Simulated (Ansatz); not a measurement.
An Ansatz (a program for electronic structure) input:

Ansatz 0.2 input:
```yaml
crystal:
  lattice:
    - [4.0752397469, 0.0, 0.0]
    - [0.0, 4.0752397469, 0.0]
    - [0.0, 0.0, 8.0811477316]
  atoms:
    - { symbol: Sr, position: [0.0, 0.0, 0.7643787293] }
    - { symbol: O, position: [0.5, 0.5, 0.7618322542] }
    - { symbol: Ti, position: [0.5, 0.5, 0.0] }
    - { symbol: O, position: [0.5, 0.0, 0.0] }
    - { symbol: O, position: [0.0, 0.5, 0.0] }
    - { symbol: Sr, position: [0.0, 0.0, 0.2356212707] }
    - { symbol: O, position: [0.5, 0.5, 0.2381677458] }
    - { symbol: Zr, position: [0.5, 0.5, 0.5] }
    - { symbol: O, position: [0.5, 0.0, 0.5] }
    - { symbol: O, position: [0.0, 0.5, 0.5] }
kpoints:
  mp_grid: { grid: [6, 6, 3] }
  band_path:
    path:
      - [[0.0, 0.0, 0.0], [0.0, 0.5, 0.0], [0.5, 0.5, 0.0], [0.0, 0.0, 0.0], [0.0, 0.0, 0.5], [0.0, 0.5, 0.5], [0.5, 0.5, 0.5], [0.0, 0.0, 0.5]]  # Γ-X-M-Γ-Z-R-A-Z
      - [[0.0, 0.5, 0.0], [0.0, 0.5, 0.5]]  # X-R
      - [[0.5, 0.5, 0.0], [0.5, 0.5, 0.5]]  # M-A
      - [VBM, CBM]
    npoints: 8
basis: { xc_grid: 2 }
hamiltonian:
  xc: pbe
  pseudopotentials: { azcp: { folder: ./paw }, kind: paw_fr }
magnetization: { noncollinear: true, spin_orbit: true }
scf:
  n_extra_bands: 20
  convergence: { dr2_threshold: 0.0000000001 }
  occupations: { method: gaussian, width: 0.01 }
checkpoint: { write: soc.run }
output: { eigenvalues: true }
```

Task: How many symmetry operations and irreducible k-points will the run report?

Result: 16 operations, 20 of 108 k-points.

Task: With a cutoff of 420 eV, how many plane waves at Γ?

Result: 2635.

It took very roughly 15 core-minutes on shared server cores.

Space group P4/mmm. The start of the workflow was typed in or built on a structure type; neither database checked (COD, Materials Project) lists it. Whether it is the stable phase at ambient conditions was not checked. The cell was relaxed with PBE under the symmetry of its start; whether a distortion lowers the energy is not shown. No spin polarisation was allowed.

Potentials: the earlier of the program's two PAW sets.

Ansatz is a plane-wave DFT program.
